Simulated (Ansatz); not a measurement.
## Ansatz 0.2.0, settings compared: ZnSn

The command:

```bash
ansatz run input.yaml --threads 1 --pin off --max-ram 2560MiB --backend cpu --events-out ev --progress --plain --runs-dir out
```

input.yaml:

```yaml
crystal:
  lattice:
    - [3.319615, 0.0, 0.0]
    - [-1.659808, 2.874878, 0.0]
    - [-1.659808, 0.958293, 4.079195]
  atoms:
    - { symbol: Sn, position: [0.5, 0.5, 0.5] }
    - { symbol: Zn, position: [0.0, 0.0, 0.0] }
  symmetry: { tolerance: 0.0003 }
kpoints:
  mp_grid: { grid: [6, 6, 6], shift: [0, 0, 0] }
magnetization:
  spin_polarized: false
scf:
  occupations: { method: fermi_dirac }
hamiltonian:
  pseudopotentials: { kind: paw }
  xc: pbesol
basis:
  ecutwfc: 420
output:
  forces: true
  stress: true
  eigenvalues: true
```

Origin of the cell: a known structure type with other elements, at an estimated volume, so it need not be a known compound.

The smearing width isn't typed, so it takes its default of 0.1 eV.

Output of this run (shortened):

```
Warning: crystal.lattice misses the space group found at crystal.symmetry.tolerance 3.0e-4 in a digit that the deck types, which is why this is a warning: making the lattice exact moves one o […]
Pseudopotentials: kind: paw
Pseudopotential: Sn, paw, valence charge 14, recommended cutoff 420 eV (normal), Sn.paw.azcp
Pseudopotential: Zn, paw, valence charge 12, recommended cutoff 420 eV (normal), Zn.paw.azcp
Functional definition: PBEsol
  exchange = pbesol_x
  correlation = pbesol_c
Crystal: 2 atoms, lattice volume = 38.930 Å³
Basis set: ecut = 420 eV, 799 PW (Γ), exchange–correlation on 48×48×64 points (8 copies of the dense FFT grid, shifted against one another)
Bands: 17, of which v1, the nominal top of the filled ones, is band 13 counted from 1 (12 counted from 0)
Symmetry: 12 space group operations
Space group: R-3m (ITA 166), of the structure as read, at distance tolerance 1.0e-3 Å
k-points: 32 of 216
[… 5 lines left out …]
Initial density: superposition of atomic densities (neutral atoms: chi_scale 0, normalization atom), corrected by the library's trained network
Functional: x = pbesol(κ = 0.804, μ = 0.123457), c = pbesol(β = 0.046)
SCF iter   1: F=—  HF=-9230.349526 eV  Δρ=3.75e-3  dr2=3.85e-3
SCF iter   2: F=—  HF=-9230.347649 eV  Δρ=1.71e-3  dr2=1.09e-3
SCF iter   3: F=—  HF=-9230.347321 eV  Δρ=1.03e-3  dr2=4.96e-4
SCF iter   4: F=—  HF=-9230.347169 eV  Δρ=3.07e-4  dr2=7.32e-5
SCF iter   5: F=—  HF=-9230.347147 eV  Δρ=1.03e-4  dr2=6.14e-6
SCF iter   6: F=—  HF=-9230.347144 eV  Δρ=7.04e-5  dr2=1.17e-6
SCF iter   7: F=-9230.347143 eV  HF=-9230.347143 eV  Δρ=7.78e-6  dr2=2.84e-8
SCF 1 converged in 7 iterations: F = -9230.347143 eV  dr2 = 2.84e-8
SCF converged after 7 iterations
Free energy (F): -9230.347143 eV
Harris-Foulkes:  -9230.347143 eV  (|F-HF|=1.05e-8)
Internal energy: -9230.317907 eV  (E = F + TS)
E sigma→0 (E₀):  -9230.332525 eV
Entropy (-TS):   -0.029237 eV (-14.618 meV/atom)
Fermi energy:    12.033294 eV
--- Per-component energies (eV) ---
  E_band       = -4.580304
  E_kinetic    = 320.807184
  E_local      = -2314.686167  (includes V_loc(G=0)·N_el)
  E_nonlocal   = 581.831054
  E_hartree    = 1152.506536
  E_xc         = -516.848499
  E_vxc        = -151.849962  (∫ρ·V_xc dr)
  E_paw        = -5852.937344  (= ΣΔE_a)
  E_vpaw       = -745.699591  (= ΣTr[D̂ρ^β])
  E_aug_tail   = -0.000335  (compensation charges beyond the density's cutoff)
  E_ewald      = -2602.072531
  E_core_change = 1.082195  (= ΣΔE_core)
  E_smearing   = -0.029237  (= −TS)
  Σ components = -9230.347143   (vs F -9230.347143, Δ=0.00e0)
--- Forces (eV/Å), atoms counted from 1 ---
  atom   1  Sn     0.000000     0.000000     0.000000
  atom   2  Zn     0.000000     0.000000     0.000000
  max |Σ_I F_I| component: 0.0 eV/Å
--- Stress (GPa, compression-positive) ---
        8.561497       0.000000       0.000000
        0.000000       8.561497      -0.000000
        0.000000      -0.000000       1.445575
  P = ⅓ Tr σ = 6.1895 GPa (61.895 kbar)
```

The same input was run again with these changes:

1. `scf.n_extra_bands` default → 32
2. `hamiltonian.xc` pbesol → pbe
3. `scf.n_extra_bands` default → 2; `scf.lower_state_search` default → "off"
4. `scf.convergence.dr2_threshold` default → 1.0e-08

```csv
run,end,SCF iterations,P (GPa),max force component (eV/Å),moment (μB),ΔE(σ→0) (meV/atom)
base,converged,7,6.19,0.000,–,0
1,converged,7,6.19,0.000,–,0.00
2,converged,7,10.43,0.000,–,–
3,converged,7,6.19,0.000,–,0.00
4,converged,8,6.19,0.000,–,0.00
```

Energies are compared only where functional, datasets, charge and starting cell are the same.

Caveats of the base run: the k mesh is coarse if the cell is a metal.

The base run took 1.1 s on 1 thread of Intel(R) Xeon(R) Platinum 8559C (Emerald Rapids), with other jobs on the host, peak memory 0.42 GiB, from the program's own first density.
